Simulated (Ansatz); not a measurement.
BaInHO$_{2}$:
```
BaInHO2
1.0
    4.29730     0.00000     0.00000
    0.00000     4.29730     0.00000
    0.00000     0.00000     3.91898
Ba In O H
1 1 2 1
Direct
  0.50000   0.50000   0.50000
  0.00000   0.00000   0.00000
  0.50000   0.00000   0.00000
  0.00000   0.50000   0.00000
  0.00000   0.00000   0.50000
```

Relaxed with r²SCAN. Special points in fractions of this cell's reciprocal vectors: Γ (0.000, 0.000, 0.000); X (0.000, 0.500, 0.000); M (0.500, 0.500, 0.000); Z (0.000, 0.000, 0.500); R (0.000, 0.500, 0.500); A (0.500, 0.500, 0.500).

Problem. List the band energies nearest the valence-band maximum at these points for the program Ansatz at the r²SCAN with spin–orbit coupling level (PAW).

Solution. In eV from the valence-band maximum; about four levels below and three above (degenerate sets whole), none deeper than 8.9 eV; points with the same levels are listed once.

```tsv
k	below	above
Γ	-0.80 -0.80 -0.74 -0.74	4.43 4.43 5.11 5.11
X	-0.90 -0.90 -0.08 -0.08	3.77 3.77 5.38 5.38
M	-0.16 -0.16 -0.03 -0.03	5.55 5.55 6.61 6.61
Z	-1.19 -1.19 -0.55 -0.55	1.31 1.31 7.27 7.27
R	-1.04 -1.04 -0.73 -0.73	4.72 4.72 5.20 5.20
A	-0.30 -0.30 0.00 0.00	5.79 5.79 5.82 5.82
```

Space group P4/mmm. The start of the workflow was typed in or built on a structure type; neither database checked (COD, Materials Project) lists it. Whether it is the stable phase at ambient conditions was not checked. Symmetry was held in the r²SCAN relaxation; its stability against distortions is not shown here.

Potentials: the earlier of the program's two PAW sets. The files were generated under PBE; for other functionals the program regenerates the frozen cores, and for LDA and PBEsol the local potential too.
